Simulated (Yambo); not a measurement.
Bethe-Salpeter results for Ca2OsH6

```
Ca2OsH6
1.0
    0.00000     3.61482     3.61482
    3.61482     0.00000     3.61482
    3.61482     3.61482     0.00000
H Ca Os
6 2 1
Cartesian
  1.71473   3.61482   3.61482
  5.51491   3.61482   3.61482
  3.61482   1.71473   3.61482
  3.61482   5.51491   3.61482
  3.61482   3.61482   1.71473
  3.61482   3.61482   5.51491
  1.80741   1.80741   1.80741
  5.42223   5.42223   5.42223
  0.00000   0.00000   0.00000
```

The geometry is that of Materials Project entry mp-1207196, symmetrised and not relaxed again.

BSE in Yambo on LDA (Quantum ESPRESSO, PseudoDojo norm-conserving, 74 Ry, without SOC) bands: 8×8×8 mesh, 6 valence and 3 conduction bands, static screening with 54 bands and a 3 Ry block, scissor 1.37 eV, Tamm-Dancoff; field along x.

```csv
state,energy (eV),states within 2 meV,relative strength,class,main transitions
1,3.36,3,< 0.01,dark,several band pairs
2,3.59,3,< 0.01,dark,several band pairs
3,3.74,3,< 0.01,dark,several band pairs
4,3.77,3,< 0.01,dark,several band pairs
5,3.80,2,< 0.01,dark,VB → CB (68 %)
6,3.81,1,< 0.01,dark,VB → CB (99 %)
7,3.84,6,1.00,weak,several band pairs
8,3.85,2,< 0.01,dark,VB → CB (80 %)
```

These are vertical excitations (zero momentum). The direct quasiparticle gap on this mesh is 3.92 eV; counted from there, state 1 is bound by 0.56 eV. Convergence with the mesh was not shown.

Spin singlets only. Strengths are relative to the strongest of the lowest states of this run; strong means a line over 3 % of the spectrum's maximum, dark under 0.03 %. Absolute energies carry the error of the G0W0 scissor, whose convergence isn't established.

Spin-orbit coupling is left out, which matters for elements this heavy: edges can move by tenths of an eV.

The structure is a Materials Project entry; no match was found in the copy of COD used, and its stability was not checked.
